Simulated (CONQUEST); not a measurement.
Set-up for a self-consistent single point of HgTe (P3_121, 12 atoms in the cell; from Materials Project mp-358, changed as shown).

```xyz
12
Lattice="4.6709 0.0000 0.0000 0.0000 8.0902 0.0000 0.0000 0.0000 10.4578" Properties=species:S:1:pos:R:3 pbc="T T T"
Hg     0.7383     1.2788     0.0000
Hg     3.1942     0.0000     3.4859
Hg     3.0738     2.7663     6.9719
Hg     3.0738     5.3239     0.0000
Hg     0.8588     4.0451     3.4859
Hg     0.7383     6.8114     6.9719
Te     1.1340     1.9642     5.2289
Te     2.4029     0.0000     8.7148
Te     3.4695     2.0809     1.7430
Te     3.4695     6.0093     5.2289
Te     0.0674     4.0451     8.7148
Te     1.1340     6.1261     1.7430
```

All values come from this method and carry its errors: PBEsol, numerical atomic orbitals double-zeta with polarisation (the shipped basis), PseudoDojo norm-conserving potentials made for PBEsol (CONQUEST).

CONQUEST settings:

- basis: DZP
- Diag.MPMeshX, Y, Z: 5 3 3
- potentials: PseudoDojo norm-conserving PBEsol
- Grid.GridCutoff: 140 Ha
- DM.SolutionMethod: diagon
- Diag.SmearingType: 1
- Diag.kT: 0.000735 Ha
- Diag.GammaCentred: true
- Diag.MPOrder: 0
- minE.SCTolerance: 1.0e-07
- SC.MaxIters: 100
- SC.LinearMixingFactor: 0.3
- AtomMove.TypeOfRun: static

Results:

- Number of valence electrons = 216
- Number of bands = 222
- Number of k-points after the program's reduction = 23
- Size of the basis = 222
- Number of SCF iterations = 10
- FFT grid = 48 × 96 × 108
- Free energy E − TS = -44280.3409 eV
- Pressure = -1.03 GPa
- Largest force (vector length) = 0.269 eV/Å

Forces (eV/Å):
```json
[
 {"atom": "Hg1", "Fx": "0.019", "Fy": "0.038", "Fz": "-0.001"},
 {"atom": "Hg2", "Fx": "-0.046", "Fy": "0.000", "Fz": "0.000"},
 {"atom": "Hg3", "Fx": "0.019", "Fy": "-0.038", "Fz": "0.001"},
 {"atom": "Hg4", "Fx": "0.019", "Fy": "0.038", "Fz": "-0.001"},
 {"atom": "Hg5", "Fx": "-0.046", "Fy": "0.000", "Fz": "0.000"},
 {"atom": "Hg6", "Fx": "0.019", "Fy": "-0.038", "Fz": "0.001"},
 {"atom": "Te7", "Fx": "-0.123", "Fy": "-0.222", "Fz": "0.003"},
 {"atom": "Te8", "Fx": "0.269", "Fy": "0.000", "Fz": "0.000"},
 {"atom": "Te9", "Fx": "-0.123", "Fy": "0.222", "Fz": "-0.003"},
 {"atom": "Te10", "Fx": "-0.123", "Fy": "-0.222", "Fz": "0.003"},
 {"atom": "Te11", "Fx": "0.269", "Fy": "0.000", "Fz": "0.000"},
 {"atom": "Te12", "Fx": "-0.123", "Fy": "0.222", "Fz": "-0.003"}
]
```

Stress (GPa, positive for compression):
```
-0.97   0.00   0.00
 0.00  -0.98  -0.01
 0.00  -0.01  -1.13
```

For comparison: a first run was changed to give this one (volume scaled by 1.01), and from it to this one the free energy rises by 1.7 meV/atom, the pressure goes from -0.62 to -1.03 GPa and the largest force goes from 0.341 to 0.269 eV/Å.

Spin-orbit coupling is left out, which matters for bands and gaps with elements this heavy. The program uses no crystal symmetry, so grid and mesh can part values that symmetry would make equal. The atom-centred basis is finite, which shifts total energies, pressures and forces against plane waves. The structure comes from a collection of computed structures, made at another level of theory; the collection holds predicted forms beside known ones.

Cost on one core: about 2.5 core-minutes (a rough figure).
